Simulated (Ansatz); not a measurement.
A geometry of Cd away from equilibrium: the start of the relaxation of a relaxed Cd cell with every coordinate shifted by Gaussian noise of σ = 0.1 Å. The numbers are results of PBE (plane waves to 420 eV, PAW, scalar-relativistic; Ansatz, an electronic-structure program), not measurements. Γ-centred k-mesh 12×12×6 on the run's cell (coarser than for final values), Fermi–Dirac smearing 0.05 eV.

```xyz
2
Lattice="3.0159 0.0000 0.0000 -1.5080 2.6119 0.0000 0.0000 0.0000 5.8216" Properties=species:S:1:pos:R:3:forces:R:3 pbc="T T T" free_energy=-16508.891 pressure_GPa=2.5
Cd    -0.0002     1.7172     4.1177    0.0198    0.0058    0.8548
Cd     1.5509     0.8574     1.6431   -0.0198   -0.0058   -0.8548
```

Positions in Å, forces in eV/Å, free energy of the cell in eV (comparable only within this code, potentials and settings). Largest force: 0.86 eV/Å, on Cd1, Cd2 (atoms numbered as listed); the geometry lies 0.09 eV/atom above the end of its relaxation.

No spin polarisation in the result.

The run could not lose the symmetry of its start.
